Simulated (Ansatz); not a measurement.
Question: Each is relaxed and computed with the program Ansatz at the PBEsol level (PAW). Which is the only metal?
(A) SiGe, wurtzite
(B) In2Si2O7, C2/m (Pearson symbol mS22)
(C) ScSi, CsCl type
(D) SiCO4, I-4 (Si on 2a, C on 2c, O on 8g)

Answer: C, ScSi, CsCl type. ScSi: metal; SiCO4: gap 6.96 eV (indirect); SiGe: gap 0.35 eV (indirect); In2Si2O7: gap 2.87 eV (direct). Constructed cells (a structure type filled with these elements, in neither database checked): ScSi, CsCl type. Typed or built starts, not in the databases checked: SiCO4, I-4 (Si on 2a, C on 2c, O on 8g). Standing as an ambient phase not checked: SiGe, wurtzite; In2Si2O7, C2/m (Pearson symbol mS22). Unstable at this level: ScSi, CsCl type. All cells were relaxed under the symmetry of their starts (and spin orders); stability against distortions was not tested throughout. Rows with no word on spin ran without spin polarisation. Scalar-relativistic: spin–orbit coupling is off unless named, which matters more the heavier the elements.

Potentials: the later of the program's two PAW sets.
